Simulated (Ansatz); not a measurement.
A relaxed 1×1 slab of 6 planes, cut along (111) from a bcc crystal of one element, has a cell area of 13.89 Å² and a bulk spacing of 0.817 Å between its first planes. All-electron LAPW in Ansatz 0.2.0 (PBE, scalar-relativistic, ferromagnetic start) gives γ = 2.78 J/m², Φ = 3.96 eV and a change of the outer spacing of -9.9 %, with 2.83 μB on the outer atom. The bcc structure needn't be the element's own.

Question: Which element is it?

Answer: Fe. Neighbours weren't tried against these numbers.
